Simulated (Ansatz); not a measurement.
One input, then a changed one: ZnPt

First run: DFT, PBEsol, all-electron LAPW, scalar-relativistic (Ansatz 0.2.0).

Command: `ansatz run input.yaml --threads 1 --pin off --max-ram 2048MiB --backend cpu --events-out ev --progress --plain --runs-dir out` It took 61 s on 1 thread of Arm Neoverse V2 (shared host), peak memory 0.78 GiB.

```yaml
crystal:
  lattice:
    - [2.5312926353, 0.0, 0.0]
    - [0.0, 2.5312926353, 0.0]
    - [0.0, 0.0, 3.1028381413]
  atoms:
    - { symbol: Zn, position: [0.5, 0.5, 0.5] }
    - { symbol: Pt, position: [0.0, 0.0, 0.0] }
kpoints:
  mp_grid: { grid: [13, 13, 10] }
  band_path:
    path:
      - [0.0, 0.0, 0.0]
      - [0.0, 0.5, 0.0]
      - [0.5, 0.5, 0.0]
      - [0.0, 0.0, 0.0]
      - [0.0, 0.0, 0.5]
      - [0.0, 0.5, 0.5]
      - [0.5, 0.5, 0.5]
      - [0.0, 0.0, 0.5]
      - [0.0, 0.5, 0.0]
    npoints: 6
scf:
  occupations: { method: fermi_dirac, width: 0.05 }
hamiltonian:
  xc: pbesol
  pseudopotentials: { kind: all_electron, lapw: { basis_error: 0.001 } }
output:
  forces: true
  stress: true
  eigenvalues: true
  populations: true
```

The base volume is that of a database entry, so it needn't be at zero pressure; the structure needn't be the stable phase, at rest or compressed.

This run: volume at 0.7 of the series' base cell.

It converges in 9 SCF iterations at a pressure of 163.2 GPa.

The input is then changed:

```diff
   occupations: { method: fermi_dirac, width: 0.05 }
+  n_extra_bands: 8
 hamiltonian:
```

Question: What does the second run give?

Answer: It converges in 9 SCF iterations at a pressure of 163.2 GPa, free energy 0.0 meV/atom against the first run's. Results part of its log:
```
SCF 1 converged in 9 iterations: F = -549651.285234 eV  dr2 = 9.29e-8
NSCF: frozen V_eff on 49 k-points
SCF converged after 9 iterations
Free energy (F): -549651.285234 eV
Harris-Foulkes:  -549651.285234 eV  (|F-HF|=1.02e-7)
Internal energy: -549651.282534 eV  (E = F + TS)
E sigma→0 (E₀):  -549651.283884 eV
Entropy (-TS):   -0.002700 eV (-1.350 meV/atom)
Fermi energy:    34.883173 eV
--- Per-component energies (eV) ---
  E_band       = -6140.643532
  E_kinetic    = 618466.707266
  E_xc         = -11477.494158
  E_electrostatic = -1156640.495642  (all electrons and nuclei)
  E_smearing   = -0.002700  (= −TS)
  E_closure    = 0.000000  (closes the sum)
  E_atoms      = -549644.513884  (free atoms, spherical and without spin; not in F)
[... lines left out ...]
  atom   2  Pt    -0.00000000     0.00000000     0.00000000
  max |Σ_I F_I| component: 2.86e-30 eV/Å
--- Stress (GPa, compression-positive) ---
      166.252061      -0.000000      -0.000000
       -0.000000     166.252061      -0.000000
       -0.000000      -0.000000     157.028235
  P = ⅓ Tr σ = 163.1775 GPa (1631.775 kbar)
--- Band table (eV; the first three rows and the last of 168) ---
  k-point 0: bands = ["-481.5520", "-481.5317", "-481.5317", "-269.1126", "-269.0982", "-269.0955", "-269.0955", "-269.0511", "-92.1473", "-64.8092", "-46.4847", "-46.4710", "-46.4710", "-33.0905", "-33.0782", "-33.0782", "-33.0709", "-33.0466", "-33.0466", "-33.0449", "-19.1355", "-18.8493", "-18.8493", "20.2267", "23.7450", "24.0528", "26.0657", "26.0657", "26.7166", "27.9128", "29.2533", "32.8437", "32.8437", "33.6481", "36.9445", "44.3577", "44.3577", "48.1899", "52.2053", "52.8766", "55.0317", "56.5060"]
  k-point 1: bands = ["-481.5520", "-481.5317", "-481.5317", "-269.1126", "-269.0982", "-269.0955", "-269.0955", "-269.0511", "-92.1473", "-64.8091", "-46.4848", "-46.4709", "-46.4709", "-33.0906", "-33.0782", "-33.0782", "-33.0709", "-33.0466", "-33.0466", "-33.0449", "-19.1448", "-18.8490", "-18.8490", "20.4317", "23.8343", "24.1280", "26.0968", "26.0968", "26.7292", "27.8133", "29.1705", "32.6276", "32.6276", "33.6267", "36.2706", "44.8162", "44.8162", "49.0313", "50.8270", "54.5875", "54.9147", "56.5382"]
  k-point 2: bands = ["-481.5520", "-481.5317", "-481.5317", "-269.1126", "-269.0982", "-269.0955", "-269.0955", "-269.0511", "-92.1472", "-64.8087", "-46.4850", "-46.4708", "-46.4708", "-33.0906", "-33.0782", "-33.0782", "-33.0711", "-33.0466", "-33.0466", "-33.0450", "-19.1689", "-18.8484", "-18.8484", "21.0238", "24.0738", "24.3465", "26.1843", "26.1843", "26.7623", "27.5314", "28.9011", "32.0989", "32.0989", "33.5703", "34.7824", "46.0661", "46.0661", "49.5308", "50.6678", "54.8758", "56.4637", "56.4637"]
  k-point 167: bands = ["-481.5520", "-481.5317", "-481.5317", "-269.1126", "-269.0982", "-269.0955", "-269.0955", "-269.0511", "-92.1409", "-64.7244", "-46.5073", "-46.5072", "-46.4798", "-33.0857", "-33.0852", "-33.0852", "-33.0684", "-33.0466", "-33.0446", "-33.0446", "-19.4528", "-19.4523", "-19.0770", "25.2324", "25.3245", "25.7251", "25.7636", "26.2604", "26.2899", "26.8265", "27.4279", "32.9657", "35.3145", "38.6559", "40.5027", "40.6061", "41.6503", "44.1511", "44.6730", "46.5481", "48.5126", "61.2154"]
--- Löwdin populations: 2 sites ---
  site symbol       q [e]
     0     Zn     29.0248
     1     Pt     78.4484
  spilling = 0.004878 (of n_electrons = 108.000000)
```
